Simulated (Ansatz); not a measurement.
Relaxed-ion elastic tensor of BeTe (rock salt, Fm-3m) in GPa (Voigt order), the program Ansatz at the r²SCAN level (PAW); density 5.86 g/cm³, 19.36 Å³ per atom.

```json
[
 {"": "1", "1": "111", "2": "46.2", "3": "46.2", "4": "0.0", "5": "0.0", "6": "0.0"},
 {"": "2", "1": "46.2", "2": "111", "3": "46.2", "4": "0.0", "5": "0.0", "6": "0.0"},
 {"": "3", "1": "46.2", "2": "46.2", "3": "111", "4": "0.0", "5": "0.0", "6": "0.0"},
 {"": "4", "1": "0.0", "2": "0.0", "3": "0.0", "4": "48.4", "5": "0.0", "6": "0.0"},
 {"": "5", "1": "0.0", "2": "0.0", "3": "0.0", "4": "0.0", "5": "48.4", "6": "0.0"},
 {"": "6", "1": "0.0", "2": "0.0", "3": "0.0", "4": "0.0", "5": "0.0", "6": "48.4"}
]
```

Task: Is the crystal mechanically stable?

Result: Yes: the smallest eigenvalue of C is 48.4 GPa.

Task: Work out the Voigt, Reuss and Hill averages.

Result: K_V = 67.8, K_R = 67.8, K_H = 67.8; G_V = 42.0, G_R = 40.4, G_H = 41.2 GPa.

Task: Give Young's modulus, Poisson's ratio, Pugh's ratio and the universal anisotropy index.

Result: E = 9KG/(3K + G) = 103 GPa; ν = 0.25; K/G = 1.65 (brittle by the Pugh limit of 1.75); A_U = 5G_V/G_R + K_V/K_R − 6 = 0.20.

Task: Estimate the sound speeds and the Debye temperature.

Result: v_l = √((K + 4G/3)/ρ) = 4580 m/s, v_t = √(G/ρ) = 2650 m/s, mean 2940 m/s; Θ = (h/k)(3n/4πV)^(1/3) v_m = 326 K.

Task: Give the Zener ratio and Young's modulus along [100], [110] and [111].

Result: A = 2C44/(C11 − C12) = 1.50; 1/E = S11 − 2(S11 − S12 − S44/2)Γ with Γ = 0, 1/4, 1/3 gives 83.7, 107, 117 GPa.

A made-up cell: these elements were put on the sites of a structure type; neither database checked (COD, Materials Project) lists it. COD files the formula under space group No. 216, so this cell is another polymorph or a model. Its standing as an ambient phase is unchecked. Symmetry was held in the r²SCAN relaxation; whether a distortion lowers the energy is not shown. As this level gives no gap, shear constants depend on the k-mesh and smearing (Fermi–Dirac, 0.1 eV here). Spin–orbit coupling is left out wherever it is not named.

Potentials: the later of the program's two PAW sets.
